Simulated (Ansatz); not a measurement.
A generator proposed this cell of Ba2Hf2O.

```cif
data_structure
_symmetry_space_group_name_H-M 'I4/mmm'
_symmetry_Int_Tables_number 139
_cell_length_a 4.5224
_cell_length_b 4.5224
_cell_length_c 12.0516
_cell_angle_alpha 90.000
_cell_angle_beta 90.000
_cell_angle_gamma 90.000
_cell_volume 246.48
loop_
_atom_site_label
_atom_site_type_symbol
_atom_site_symmetry_multiplicity
_atom_site_Wyckoff_symbol
_atom_site_fract_x
_atom_site_fract_y
_atom_site_fract_z
_atom_site_occupancy
Ba1 Ba 4 e 0.00000 0.00000 0.37500 1
Hf1 Hf 4 d 0.00000 0.50000 0.25000 1
O1 O 2 a 0.00000 0.00000 0.00000 1
```

The calculation used DFT PBE, scalar-relativistic, plane waves, PAW (Ansatz 0.2.0). Plane waves to 420 eV, a k mesh through Γ of 6×6×6 on the computed 5-atom cell and Gaussian smearing (0.10 eV); no spin polarisation.

Formation energies are uncorrected and refer to the elements' standard structures at the same level (O₂ as a molecule).

Task: Estimate its pressure, forces and energy as it stands.

Result: The pressure is 12.5 GPa (the mean over three directions, positive in compression), the largest force is 2.81 eV/Å, and the energy is +1.88 eV/atom against the elements. The shortest distance is 2.72 Å.

Task: Is it a good guess?

Result: A poor one: relaxing gains about 2.1 eV/atom (the start's value is from the coarse mesh, so the gain is rough) in 26 ionic steps and ends at −0.19 eV/atom on the finer mesh. The symmetry stays I4/mmm (No. 139). The volume per atom grows by 19.5 %, from 24.6 to 29.4 Å³. The shortest distance goes from 2.72 Å (Ba–Hf) to 2.70 Å (Hf–Hf). The ratio c/a of the conventional cell changes by a factor of 1.99. Conventional cell: a = 3.817 Å, c = 20.211 Å. Ba is surrounded by 4 O at 3.15 Å, 1 Ba at 3.25 Å, 4 Ba at 3.82 Å and 4 Hf at 3.92 Å; around Hf lie 4 Hf at 2.70 Å, 4 Hf at 3.82 Å and 4 Ba at 3.92 Å; O is surrounded by 8 Ba at 3.15 Å and 4 O at 3.82 Å.

The last run used a 14×14×14 mesh for its 5-atom cell and Gaussian smearing of 0.10 eV. These runs have no spin–orbit coupling, which can matter for Hf. The relaxation can't lower the symmetry of the start, and the grade says only how near the guess is to its own end. A structure relaxed within its symmetry needn't be a true minimum. Another cell of Ba2Hf2O relaxed alike, in P-3m1, lies 0.37 eV/atom lower, so this cell isn't the stable form at this level.
